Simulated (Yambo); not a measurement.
**Excitons in CsCaF3**

```xyz
5
Lattice="4.5205 0.0000 0.0000 0.0000 4.5205 0.0000 0.0000 0.0000 4.5205" Properties=species:S:1:pos:R:3 pbc="T T T"
F      0.0000     2.2603     2.2603
F      2.2603     0.0000     2.2603
F      2.2603     2.2603     0.0000
Ca     2.2603     2.2603     2.2603
Cs     0.0000     0.0000     0.0000
```

The geometry is that of Materials Project entry mp-7104, symmetrised and not relaxed again.

BSE in Yambo on PBEsol (pw.x of Quantum ESPRESSO, ONCV potentials, scalar-relativistic) bands: 8×8×8 mesh, 9 valence and 3 conduction bands, static screening with 54 bands and a 3 Ry block, scissor 3.31 eV, Tamm-Dancoff; field along x.

```
state  energy (eV)  states within 2 meV  relative strength   class    main transitions
-----  -----------  -------------------  -----------------  ------  ------------------
1             9.42                    3               1.00  strong  several band pairs
2             9.66                    3             < 0.01    dark  several band pairs
3             9.96                    3               0.20  strong  several band pairs
4            10.01                    3               0.01    weak  several band pairs
5            10.08                    3             < 0.01    dark  several band pairs
6            10.11                    3             < 0.01    dark  several band pairs
7            10.15                    2             < 0.01    dark  several band pairs
8            10.20                    3             < 0.01    dark  several band pairs
```

These are vertical excitations (zero momentum). The direct quasiparticle gap on this mesh is 10.33 eV; counted from there, state 1 is bound by 0.91 eV. Convergence with the mesh was not shown.

Spin singlets only. Strengths are relative to the strongest of the lowest states of this run; strong means a line over 3 % of the spectrum's maximum, dark under 0.03 %. Absolute energies carry the error of the G0W0 scissor, whose convergence isn't established.

The cell is held in this high symmetry; tilts and polar distortions were not searched.

The structure is a Materials Project entry; no match was found in the copy of COD used, and its stability was not checked.
